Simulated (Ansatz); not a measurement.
Ansatz input

```yaml
crystal:
  lattice:
    - [2.4538495942, 0.0, 0.0]
    - [-1.2269247971, 2.1250960857, 0.0]
    - [0.0, 0.0, 7.9167930197]
  atoms:
    - { symbol: Mn, position: [1.0, 0.0, 0.0], spin: 3.0 }
    - { symbol: Mn, position: [1.0, 1.0, 0.5], spin: 3.0 }
    - { symbol: Mn, position: [0.3333333333, 0.6666666667, 0.25], spin: 3.0 }
    - { symbol: Mn, position: [0.6666666667, 0.3333333333, 0.75], spin: 3.0 }
hamiltonian:
  xc: pbesol
  pseudopotentials:
    kind: paw
    azcp:
      Mn: "pseudopotentials/Mn.paw.azcp"
basis:
  ecutwfc: 420
  fft_grid_basis: typed
kpoints:
  mp_grid: { grid: [16, 16, 5], shift: [0, 0, 0] }
magnetization:
  spin_polarized: true
scf:
  occupations: { method: fermi_dirac, width: 0.05 }
  lower_state_search: "off"
output:
  stress: true
```

Output

```
Warning: the record states the generating functional pbe (its physics header spells it `PBE`), which answers neither for hamiltonian.xc's functional nor for the pbesol family's — results may be inconsistent (PPs are generated against a specific XC)
Engine: ansatz 0.2.0, aarch64-unknown-linux-gnu
Pseudopotentials: kind: paw
Pseudopotential: Mn, paw, valence charge 15, recommended cutoff 420 eV (normal) 
Functional definition: PBEsol
  exchange = pbesol_x
  correlation = pbesol_c
Crystal: 4 atoms, lattice volume = 41.283 Å³
Basis set: ecut = 420 eV, 765 PW (Γ)
Bands: 44, of which v1, the nominal top of the filled ones, is band 30 counted from 1 (29 counted from 0)
Symmetry: 24 space group operations
Space group: P63/mmc (ITA 194), of the structure as read, at distance tolerance 3.5e-5 Å
Magnetic group: BNS 194.263 (UNI 1493), of the structure as read, at distance tolerance 3.5e-5 Å
k-points: 90 of 1280
Non-local potential: Mn, projectors of the file, l = 0: 3, l = 1: 2, l = 2: 3, l = 3: 1
PAW form: soft (Blöchl's): semilocal exchange-correlation on the pseudo side does not see the compensation charge
PAW frozen core: Mn, regenerated for the run's functional, and the local potential with it (the file was generated under x = pbe(κ = 0.804, μ = 0.2195149727645171), c = pbe(β = 0.06672455060314922))
PAW one-centre angular grid: Mn, 590 points (default); XC on 64 Gauss nodes
Initial density: superposition of atomic densities (chi_scale 0.1, normalization cell)
Starting moments: Σ|m| = 12 μB on 4 of 4 sites
Initial wavefunctions: pseudopotential atomic-orbital guess
Functional: x = pbesol(κ = 0.804, μ = 0.12345679012345678), c = pbesol(β = 0.046)
SCF iter   1: F=—  HF=-15473.362500 eV  |F-HF|=—  |Δ(HF+E_count)|=         —  Δρ=1.86e-1 (↑1.86e-1 ↓8.61e-2)  dr2=4.24e0  dr2_m=6.54e0  M=6.702 μB ∫|m|=6.729 μB  β_m=0.30  ethr=3.10e-3  ⟨swp⟩=5.5  Hψ=25588  notcnv=0  defer=16
SCF iter   2: F=—  HF=-15472.529691 eV  |F-HF|=—  |Δ(HF+E_count)|=   8.33e-1  Δρ=1.37e-1 (↑1.37e-1 ↓9.77e-2)  dr2=8.35e-1  dr2_m=5.11e0  M=7.156 μB ∫|m|=7.190 μB  β_m=0.30  ethr=3.10e-3  ⟨swp⟩=3.4  Hψ=14049  notcnv=0  defer=597
Mixer restart at iter 2: flushing history
spin-set hold released at iteration 2 (the charge has settled, or the pull on large starting moments outlasts its swing): the magnetisation degrees of freedom join the quasi-Newton model from the next iteration; the mixer history was flushed
SCF iter   3: F=—  HF=-15472.987393 eV  |F-HF|=—  |Δ(HF+E_count)|=   4.58e-1  Δρ=9.90e-2 (↑9.90e-2 ↓9.68e-2)  dr2=1.69e0  dr2_m=3.34e0  M=6.669 μB ∫|m|=6.706 μB  β_m=0.65  ethr=1.39e-3  ⟨swp⟩=2.4  Hψ=11692  notcnv=0  defer=597
SCF iter   4: F=—  HF=-15485.267188 eV  |F-HF|=—  |Δ(HF+E_count)|=    1.23e1  Δρ=3.68e-1 (↑3.44e-1 ↓3.68e-1)  dr2=2.46e2  dr2_m=5.93e0  M=3.831 μB ∫|m|=3.895 μB  β_m=0.12  ethr=1.39e-3  ⟨swp⟩=3.8  Hψ=18841  notcnv=0  defer=596  recentre
SCF iter   5: F=—  HF=-15473.452284 eV  |F-HF|=—  |Δ(HF+E_count)|=    1.18e1  Δρ=9.85e-2 (↑9.85e-2 ↓7.37e-2)  dr2=2.94e-1  dr2_m=2.77e0  M=5.771 μB ∫|m|=5.811 μB  β_m=0.06  ethr=1.39e-3  ⟨swp⟩=3.5  Hψ=18087  notcnv=0  defer=760
...
SCF iter  20: F=—  HF=-15475.099658 eV  |F-HF|=—  |Δ(HF+E_count)|=   2.90e-6  Δρ=5.46e-5 (↑1.66e-5 ↓5.46e-5)  dr2=1.92e-6  dr2_m=2.44e-7  M=0.000 μB ∫|m|=0.009 μB  β_m=0.73  ethr=8.45e-8  ⟨swp⟩=2.1  Hψ=9163  notcnv=0  defer=771
SCF iter  21: F=—  HF=-15475.099659 eV  |F-HF|=—  |Δ(HF+E_count)|=   3.34e-7  Δρ=1.49e-5 (↑5.52e-6 ↓1.49e-5)  dr2=2.09e-7  dr2_m=1.43e-8  M=-0.000 μB ∫|m|=0.001 μB  β_m=0.80  ethr=3.20e-9  ⟨swp⟩=2.0  Hψ=10104  notcnv=0  defer=766
iter 22 did not close the SCF: its close was put off for a magnetic moment that had not settled (scf_convergence_deferred on its scf_iter line)
SCF iter  22: F=-15475.099659 eV  HF=-15475.099659 eV  |F-HF|=6.56e-8  |Δ(HF+E_count)|=   2.44e-9  Δρ=6.13e-6 (↑6.10e-6 ↓6.13e-6)  dr2=6.83e-8  dr2_m=9.72e-10  M=-0.000 μB ∫|m|=0.000 μB  β_m=0.74  ethr=1.67e-10  ⟨swp⟩=4.0  Hψ=23309  notcnv=0
SCF iter  23: F=-15475.099659 eV  HF=-15475.099659 eV  |F-HF|=6.13e-10  |Δ(HF+E_count)|=   1.84e-9  Δρ=7.86e-7 (↑6.61e-7 ↓7.86e-7)  dr2=6.63e-10  dr2_m=3.79e-11  M=-0.000 μB ∫|m|=0.000 μB  ethr=1.14e-10  ⟨swp⟩=2.0  Hψ=21168  notcnv=0
WARN: the starting moments were not kept: the SCF closed with an absolute magnetisation of 4.9e-5 μB, where they sum to 12 μB in size (4 sites). That is at most 0.1 of that sum. Measured as dr2_m measures the in/out step, that magnetisation stands 8.9e-10 eV from none, at or under the dr2_threshold of 1.0e-7 eV: it is no larger than a step whose dr2_m would equal this threshold. The system may hold no moment; this SCF shows only that its start led to no more than that. To try another start: raise the starting moments (crystal.atoms[].spin, magnetization.per_species, magnetization.initial_magnetization, or on a non-collinear deck that types none of these the spinor_matrix: blocks that start its atoms; where the total moment is fixed, keep their sum and leave initial_magnetization as it is; typed ones take the place of any that the run laid by itself, positive ones on a crystal's lanthanoids without a Hubbard term where scf.initial_density.shell_occupations: [] is typed) or, if the notice of its spin-set hold's release reads "site moments contracting" or "site moments show no strong build", lengthen the hold (scf.mixing.spin_hold: { on: { confirm: 4 } }; for m-r²SCAN on two components see the key's manual first). Each may lead to a state that holds a moment. A second SCF, from the converged charge density, with the starting moments and any scf.initial_density.shell_occupations laid on it anew, would have followed, and was not run: the deck does not ask for one (magnetization.retry_lost_moments is false, the default). To let it run, set magnetization.retry_lost_moments: true and run the deck again, where that key's refused combinations let it; where memory then withholds it, that run's warning says so.
SCF 1 converged in 23 iterations: F = -15475.099659 eV  dr2 = 6.63e-10
SCF converged after 23 iterations
Magnetization: -0.0000 μB (30.0000 up, 30.0000 down)
Absolute magnetization: 0.0000 μB (∫|ρ↑−ρ↓|, with the PAW one-centre terms)
Spin contamination: 0.0000 ħ² per cell (⟨S²⟩ above its minimum at these occupations)
Per-site moments (μB) at R_I (Å): [(-1.2515684721971843e-5, 1.0040246335971912), (-1.2515684721954403e-5, 1.004024633597191), (1.1382812551063242e-5, 1.0040246335971912), (1.1382812551143432e-5, 1.004024633597191)]
Free energy (F): -15475.099659 eV
Harris-Foulkes:  -15475.099659 eV  (|F-HF|=6.13e-10)
Internal energy: -15475.060011 eV  (E = F + TS)
E sigma→0 (E₀):  -15475.079835 eV
Entropy (-TS):   -0.039648 eV (-9.912 meV/atom)
Fermi energy:    21.075250 eV
--- Per-component energies (eV) ---
  E_band       = -577.865119
  E_kinetic    = 1240.180567
  E_local      = -6076.601775  (includes V_loc(G=0)·N_el)
  E_nonlocal   = 949.479099
  E_hartree    = 2534.843286
  E_xc         = -463.090282
  E_vxc        = -595.857154  (∫ρ·V_xc dr)
  E_paw        = -5064.874898  (= ΣΔE_a)
  E_vpaw       = -1164.752573  (= ΣTr[D̂ρ^β])
  E_aug_tail   = -0.000037  (compensation charges beyond the density's cutoff)
  E_ewald      = -8595.674572
  E_core_change = 0.678601  (= ΣΔE_core)
  E_smearing   = -0.039648  (= −TS)
  E_closure    = -0.000000  (closes the sum)
  Σ components = -15475.099659   (vs F -15475.099659, Δ=0.00e0)
--- Stress (GPa, compression-positive) ---
       -0.092455       0.000000       0.000000
        0.000000      -0.092455      -0.000000
        0.000000      -0.000000       0.183532
  P = ⅓ Tr σ = -0.0005 GPa (-0.005 kbar)
```
